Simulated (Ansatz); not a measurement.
Si2Mo:
```
Si2Mo
1.0
    4.58494     0.00000     0.00000
   -2.29247     3.97067     0.00000
    0.00000     0.00000     6.57694
Si Mo
6 3
Direct
  0.16386   0.83614   0.83333
  0.32771   0.16386   0.16667
  0.16386   0.32771   0.50000
  0.83614   0.16386   0.83333
  0.67229   0.83614   0.16667
  0.83614   0.67229   0.50000
  0.50000   0.00000   0.50000
  0.50000   0.50000   0.83333
  0.00000   0.50000   0.16667
```

Cartesian axes are those of the cell as given.

Problem. Give the high-frequency dielectric tensor and the Born effective charge tensors of the independent atoms from DFPT, plane-wave PAW r²SCAN (Ansatz code).

Solution. 
ε∞:
```
26.5  0.00  0.00
0.00  26.5  0.00
0.00  0.00  23.7
```
Z* of atom 1 (Si), rows: field, columns: displacement, in e:
```
 3.94   0.12  -0.35
 0.12   4.08  -0.61
-0.56  -0.97   3.93
```
Z* of atom 7 (Mo), rows: field, columns: displacement, in e:
```
-7.51   0.00   0.00
 0.00  -8.51   0.00
 0.00   0.00  -7.86
```

Static charges for comparison (Bader): Si1 -0.09, Mo7 +0.19 e. Born charges measure polarisation by displacement and can exceed these by far.

Space group P6_222. The workflow started from a Materials Project entry (that database holds measured and hypothetical structures alike); the Crystallography Open Database copy checked does not list it. It is not the phase usual at ambient conditions (space group No. 139). Symmetry was held in the r²SCAN relaxation; its stability against distortions is not shown here. No spin polarisation was allowed. Spin–orbit coupling is left out wherever it is not named.

Potentials: the earlier of the program's two PAW sets. The files were generated under PBE; for other functionals the program regenerates the frozen cores, and for LDA and PBEsol the local potential too.
